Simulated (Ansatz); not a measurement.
Problem. Al (A15 (β-W type), space group No. 223) is relaxed with the program Ansatz at the PBEsol level (PAW). What lattice parameters of the conventional cell result?

Solution. a = 5.100 Å.

Space group Pm-3n (A15 (β-W type)). The start of the workflow was typed in or built on a structure type; neither database checked (COD, Materials Project) lists it. It is not the phase usual at ambient conditions (space group No. 225). The PBEsol relaxation kept the symmetry of its start; whether a distortion lowers the energy is not shown.

Potentials: the later of the program's two PAW sets.
